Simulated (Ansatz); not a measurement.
Pressure against volume in RuPt2

The cell was found from a structure generator's guess, not taken from experiment.

All numbers below come from DFT PBE, scalar-relativistic, plane waves, PAW in Ansatz 0.2.0. Cutoff 420 eV, Γ-centred 18×18×4 mesh (6-atom cell), Gaussian smearing of 0.10 eV, no spin polarisation.

Space group P6_3/mmc (No. 194). a = 2.776 Å, b = 2.776 Å, c = 13.515 Å, α = 90.00°, β = 90.00°, γ = 120.00°
```json
{"atom": "Ru", "site": "2b", "symmetry": "-6m2", "x": "0.0000", "y": "0.0000", "z": "0.2500"}
{"atom": "Pt", "site": "4f", "symmetry": "3m.", "x": "0.3333", "y": "0.6667", "z": "0.0879"}
```

The cell was set to several volumes, with shape and atoms relaxed at each where symmetry leaves them free. Pressure is positive in compression, and energies count from the lowest row. No row has a gap on its mesh.

```tsv
row	V (Å³/atom)	P (GPa)	ΔE (meV/atom)
1	13.233	47.27	232.6
2	13.684	?	?
3	14.135	19.23	50.5
4	14.586	8.70	11.7
5	15.038	0.00	0.0
6	15.489	-7.16	10.6
7	15.940	-13.01	39.4
8	16.541	-19.08	100.4
```

Question: Find B = −V·ΔP/ΔV from rows 4 and 6 and from rows 1 and 3, and from the two its slope B′ and its value B0 at zero pressure.

Answer: Rows 4 and 6 give −(14.586 + 15.489)/2 × (-7.16 − (8.70))/(15.489 − 14.586) = 264.1 GPa at a mean pressure of 0.77 GPa. Rows 1 and 3 give −(13.233 + 14.135)/2 × (19.23 − (47.27))/(14.135 − 13.233) = 425.4 GPa at a mean pressure of 33.25 GPa. So B′ = (425.4 − 264.1)/(33.25 − (0.77)) = 4.97 and B0 = 264.1 − 4.97 × (0.77) = 260.3 GPa. A third-order Birch–Murnaghan fit to all the energies gives B0 = 261.9 GPa and B′ = 5.4.

Question: Estimate the pressure and energy of row 2.

Answer: From row 5, V0 = 15.038 × (1 + (0.00)/260.3) = 15.038 Å³/atom. Murnaghan's form P = (B0/B′)·[(V0/V)^B′ − 1] gives (260.3/4.97) × [(15.038/13.684)^4.97 − 1] = 31.34 GPa; the computed pressure is 31.95 GPa, so the estimate is off by -0.61 GPa. The work of compression from row 3, with the mean of the two pressures, gives ΔE = 50.5 + (31.34 + 19.23)/2 × (14.135 − 13.684)/160.2 × 1000 = 121.7 meV/atom (1 eV/Å³ = 160.2 GPa); the computed value is 121.8 meV/atom.

Spin–orbit coupling, which can matter for Pt, is left out. All volumes keep the k mesh of the relaxed cell. A later test with randomly moved atoms came back to the same energy, though modes that don't fit the test's cell weren't probed.
